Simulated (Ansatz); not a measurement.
CsSnI3:
```
CsSnI3
1.0
   10.87421     0.00000     0.00000
    0.00000     4.81879     0.00000
    0.00000     0.00000    18.05701
Cs I Sn
4 12 4
Direct
  0.92525   0.75000   0.67187
  0.57475   0.25000   0.17187
  0.42525   0.75000   0.82813
  0.07475   0.25000   0.32813
  0.52303   0.75000   0.61019
  0.97697   0.25000   0.11019
  0.02303   0.75000   0.88981
  0.47697   0.25000   0.38981
  0.16711   0.75000   0.49944
  0.33289   0.25000   0.99944
  0.66711   0.75000   0.00056
  0.83289   0.25000   0.50056
  0.21103   0.25000   0.70994
  0.28897   0.75000   0.20994
  0.71103   0.25000   0.79006
  0.78897   0.75000   0.29006
  0.33947   0.25000   0.55998
  0.16053   0.75000   0.05998
  0.83947   0.25000   0.94002
  0.66053   0.75000   0.44002
```

Relaxed with PBE. Special points in fractions of this cell's reciprocal vectors: Γ (0.000, 0.000, 0.000); X (0.500, 0.000, 0.000); S (0.500, 0.500, 0.000); Y (0.000, 0.500, 0.000); Z (0.000, 0.000, 0.500); U (0.500, 0.000, 0.500); R (0.500, 0.500, 0.500); T (0.000, 0.500, 0.500).

Question: List the band energies nearest the valence-band maximum at these points for plane-wave PAW PBE (Ansatz code).

Answer: In eV from the valence-band maximum; about four levels below and three above (degenerate sets whole), none deeper than 8.9 eV; points with the same levels are listed once.

```csv
k,below,above
Γ,-0.67 -0.55 -0.39 -0.15,2.25 2.26 2.30
X,-0.61 -0.61 -0.12 -0.12,2.08 2.08 2.38 2.38
S,-0.19 -0.19 -0.19 -0.19,3.08 3.08 3.08 3.08
Y,-0.51 -0.51 -0.15 -0.15,3.08 3.08 3.19 3.19
Z,-0.57 -0.57 -0.29 -0.29,2.27 2.27 2.31 2.31
U,-0.60 -0.60 -0.13 -0.13,2.08 2.08 2.37 2.37
R,-0.18 -0.18 -0.18 -0.18,3.07 3.07 3.07 3.07
T,-0.45 -0.45 -0.20 -0.20,3.08 3.08 3.25 3.25
```

Space group Pnma. The cell was relaxed with PBE under the symmetry of its start. Scalar-relativistic: spin–orbit coupling is off unless named, which matters more the heavier the elements.

Potentials: the later of the program's two PAW sets.
